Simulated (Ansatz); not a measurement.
Here is the system:

ZrB₂ (AlB2 type, space group P6/mmm)

```yaml
crystal:
  lattice:
    - [6.33540, 0.00000, 0.00000]
    - [-1.58385, 2.74331, 0.00000]
    - [0.00000, 0.00000, 3.55026]
  atoms:
    - { symbol: Zr, position: [0.00000, 0.00000, 0.00000] }
    - { symbol: Zr, position: [0.50000, 0.00000, 0.00000] }
    - { symbol: B, position: [0.16667, 0.66667, 0.50000] }
    - { symbol: B, position: [0.66667, 0.66667, 0.50000] }
    - { symbol: B, position: [0.33333, 0.33333, 0.50000] }
    - { symbol: B, position: [0.83333, 0.33333, 0.50000] }
```

Scan: atom 2 (Zr, nearest neighbour B at 2.549 Å; its periodic images, 3.2 Å or more away, move with it) is displaced along Cartesian [111], direction (0.577, 0.577, 0.577) in Cartesian axes, by s. The other atoms stay.

Method: r2SCAN (plane waves to 500 eV, PAW, scalar-relativistic; Ansatz, a program for electronic structure). k mesh 7×14×11 (Γ-centred), Fermi-Dirac smearing 0.05 eV. E stands for the smeared free energy. With partly filled bands, energies and forces of such displacements shift with the k mesh and the smearing. ZrB2 is run without spin polarisation. ZrB2 was relaxed with its symmetry unable to fall. The zero of ΔE is the undisplaced structure.

The scan covers s from -0.250 to 0.250 Å in 11 points.

Is the energy the same for equal positive and negative displacements?

Even: the same for both signs. With its periodic images moving along, the atom's site symmetry in this cell is mmm.

What is the force constant k = d²E/ds² of this move at s = 0?

19.6 eV/Å².

(For displaced atoms, the force is minus the slope of the energy, and its curvature is a force constant, which sets phonon frequencies.)
